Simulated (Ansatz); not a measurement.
Zr$_{3}$Sn:
```yaml
crystal:
  lattice:
    - [5.63552, 0.00000, 0.00000]
    - [0.00000, 5.63552, 0.00000]
    - [0.00000, 0.00000, 5.63552]
  atoms:
    - { symbol: Sn, position: [0.00000, 0.00000, 0.00000] }
    - { symbol: Sn, position: [0.50000, 0.50000, 0.50000] }
    - { symbol: Zr, position: [0.25000, 0.00000, 0.50000] }
    - { symbol: Zr, position: [0.50000, 0.75000, 0.00000] }
    - { symbol: Zr, position: [0.75000, 0.00000, 0.50000] }
    - { symbol: Zr, position: [0.50000, 0.25000, 0.00000] }
    - { symbol: Zr, position: [0.00000, 0.50000, 0.75000] }
    - { symbol: Zr, position: [0.00000, 0.50000, 0.25000] }
```

Relaxed with r²SCAN.

Problem. Map the electron localisation function on the plane through (0.000, 0.000, 0.000) spanned by u = [1, 0, 0] and v = [0, 1, 0] in lattice vectors, from the program Ansatz at the r²SCAN level (PAW).

Solution. x is the fraction of u, y of v (the angle between them is 90°; rows are the nearest grid lines); atoms in the plane: Sn at (0.00, 0.00), Zr at (0.50, 0.75), Zr at (0.50, 0.25).
```
y \ x   0.000  0.107  0.179  0.286  0.357  0.464  0.536  0.643  0.714  0.821  0.893   1.00
------  -----  -----  -----  -----  -----  -----  -----  -----  -----  -----  -----  -----
1.00    0.001  0.123  0.310  0.416  0.238  0.258  0.258  0.238  0.416  0.310  0.123  0.001
0.929   0.018  0.217  0.326  0.290  0.129  0.382  0.382  0.129  0.290  0.326  0.217  0.018
0.857   0.262  0.306  0.433  0.111  0.312  0.797  0.797  0.312  0.111  0.433  0.306  0.262
0.786   0.390  0.486  0.487  0.094  0.687  0.388  0.388  0.687  0.094  0.487  0.486  0.390
0.679   0.309  0.409  0.451  0.111  0.511  0.705  0.705  0.511  0.111  0.451  0.409  0.309
0.607   0.223  0.354  0.521  0.290  0.202  0.673  0.673  0.202  0.290  0.521  0.354  0.223
0.536   0.258  0.371  0.582  0.630  0.385  0.267  0.267  0.385  0.630  0.582  0.371  0.258
0.464   0.258  0.371  0.582  0.630  0.385  0.267  0.267  0.385  0.630  0.582  0.371  0.258
0.393   0.223  0.354  0.521  0.290  0.202  0.673  0.673  0.202  0.290  0.521  0.354  0.223
0.321   0.309  0.409  0.451  0.111  0.511  0.705  0.705  0.511  0.111  0.451  0.409  0.309
0.214   0.390  0.486  0.487  0.094  0.687  0.388  0.388  0.687  0.094  0.487  0.486  0.390
0.143   0.262  0.306  0.433  0.111  0.312  0.797  0.797  0.312  0.111  0.433  0.306  0.262
0.0714  0.018  0.217  0.326  0.290  0.129  0.382  0.382  0.129  0.290  0.326  0.217  0.018
0.000   0.001  0.123  0.310  0.416  0.238  0.258  0.258  0.238  0.416  0.310  0.123  0.001
```

The density is the valence pseudo-density with augmentation charge, so density and ELF within about 1 Å of a nucleus are not all-electron values.

Space group Pm-3n (A15 (Cr3Si type)). The workflow started from an entry of the Crystallography Open Database (COD). Whether it is the stable phase at ambient conditions was not checked. Symmetry was held in the r²SCAN relaxation; whether a distortion lowers the energy is not shown. No spin polarisation was allowed. Scalar-relativistic: spin–orbit coupling is off unless named, which matters more the heavier the elements.

Potentials: the later of the program's two PAW sets.
